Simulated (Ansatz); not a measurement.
**Profile along the Ni–Ni line in Ni (hcp, Mg type)**

Ni (hcp, Mg type)

```xyz
2
Lattice="2.4460 0.0000 0.0000 -1.2230 2.1183 0.0000 0.0000 0.0000 4.0695" Properties=species:S:1:pos:R:3 pbc="T T T"
Ni     0.0000     1.4122     1.0174
Ni     1.2230     0.7061     3.0521
```

Fields along a shortest Ni–Ni line of a (1 -1 0 0) plane (2.45 Å), from Ni to Ni, interpolated on the slice's grid (step about 0.2 Å). Calculation: r2SCAN (plane waves to 500 eV, PAW, scalar-relativistic; Ansatz, an electronic-structure program). k mesh 22×22×12. Near the nuclei the fields are pseudised (PAW); where an atom keeps semicore shells as valence, they peak there. Ni was relaxed with its symmetry unable to fall. Relaxed Ni ends ferromagnetic. This is one of several known forms of Ni; the measured ambient cells at hand have space group No. 225. Other magnetic orders were not checked, so this need not be the ground state.

```
distance from Ni (Å)  valence electron density (e/Å³)  spin density, up minus down (e/Å³)  electron localisation function  ELF of the up spins  ELF of the down spins
--------------------  -------------------------------  ----------------------------------  ------------------------------  -------------------  ---------------------
0.00                                            60.72                                3.44                               x                    x                      x
0.12                                            52.67                                2.96                               x                    x                      x
0.25                                            34.88                                2.01                               x                    x                      x
0.37                                            18.45                                1.11                               x                    x                      x
0.49                                             8.43                                0.52                               x                    x                      x
0.61                                             3.57                                0.23                            0.28                 0.30                   0.27
0.74                                             1.52                                0.09                            0.22                 0.24                   0.20
0.86                                             0.75                                0.03                            0.19                 0.19                   0.18
0.98                                             0.47                                0.00                            0.19                 0.17                   0.20
1.10                                             0.37                               -0.01                            0.22                 0.18                   0.27
1.23                                             0.34                               -0.02                            0.25                 0.20                   0.32
1.35                                             0.37                               -0.01                            0.22                 0.18                   0.27
1.47                                             0.47                                0.00                            0.19                 0.17                   0.20
1.59                                             0.75                                0.03                            0.19                 0.19                   0.18
1.72                                             1.52                                0.09                            0.22                 0.24                   0.20
1.84                                             3.57                                0.23                            0.28                 0.30                   0.27
1.96                                             8.43                                0.52                               x                    x                      x
2.08                                            18.45                                1.11                               x                    x                      x
2.21                                            34.88                                2.01                               x                    x                      x
2.33                                            52.67                                2.96                               x                    x                      x
2.45                                            60.72                                3.44                               x                    x                      x
```

x: too close to a nucleus for the ELF to mean much.

Density on the Ni–Ni line (2.45 Å) at its midpoint: 0.34 e/Å³. ELF at that point: 0.25.
